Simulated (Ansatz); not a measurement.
Cost and result for the equilibrium volume of ScRu3

```xyz
4
Lattice="-1.9493 1.9493 4.0223 1.9493 -1.9493 4.0223 1.9493 1.9493 -4.0223" Properties=species:S:1:pos:R:3 pbc="T T T"
Ru    0.0000    0.0000    4.0223
Ru    1.9493    0.0000    2.0111
Ru    0.0000    1.9493    2.0111
Sc    0.0000    0.0000    0.0000
```

The cell comes from a database or a generator and needn't be the stable form of this composition.

| rung | level | program and potentials | cutoff (eV) | k mesh | smearing | core time | chip | equilibrium volume (Å³/atom) | notes |
| --- | --- | --- | --- | --- | --- | --- | --- | --- | --- |
| GGA | PBEsol | Ansatz, Ansatz PAW | 420 | 7 × 7 × 7 | fermi-dirac 0.05 | 29 s | Arm Neoverse V2 | 14.59 | potentials made for PBE, which Ansatz adapts in part |
| GGA | PBE | Ansatz, Ansatz PAW | 420 | 7 × 7 × 7 | fermi-dirac 0.05 | 31 s | Arm Neoverse V2 | 15.15 | - |
| GGA + U (3 eV) | PBEsol+U (Ru d U = 3 eV, Sc d U = 3 eV, fll (the default)) | Ansatz, Ansatz PAW | 420 | 7 × 7 × 7 | fermi-dirac 0.05 | 45 s | Arm Neoverse V2 | 14.76 | potentials made for PBE, which Ansatz adapts in part |
| GGA + U (2 eV) | PBEsol+U (Ru d U = 2 eV, Sc d U = 2 eV, fll (the default)) | Ansatz, Ansatz PAW | 420 | 7 × 7 × 7 | fermi-dirac 0.05 | 46 s | Arm Neoverse V2 | 14.70 | potentials made for PBE, which Ansatz adapts in part |
| GGA + U (4 eV) | PBEsol+U (Ru d U = 4 eV, Sc d U = 4 eV, fll (the default)) | Ansatz, Ansatz PAW | 420 | 7 × 7 × 7 | fermi-dirac 0.05 | 46 s | Arm Neoverse V2 | 14.84 | potentials made for PBE, which Ansatz adapts in part |

Times are single runs on shared hosts, so they are rough; meshes, cutoffs and the tasks' sizes weigh on the time. Task: relaxation of cell and atoms. All rows: no spin polarisation. Smearing widths are in eV. For a metal such meshes aren't converged. Meshes are those of the run's cell of 4 atoms unless a note names another. Relaxations start from the cell shown or near it and stop with a little pressure left. Runs on faulty files, with rough fits or with known faults for this quantity aren't shown. No row holds spin-orbit coupling.

By rung: GGA 14.59 to 15.15; GGA + U (3 eV) 14.76; GGA + U (2 eV) 14.70; GGA + U (4 eV) 14.84 (Å³/atom).
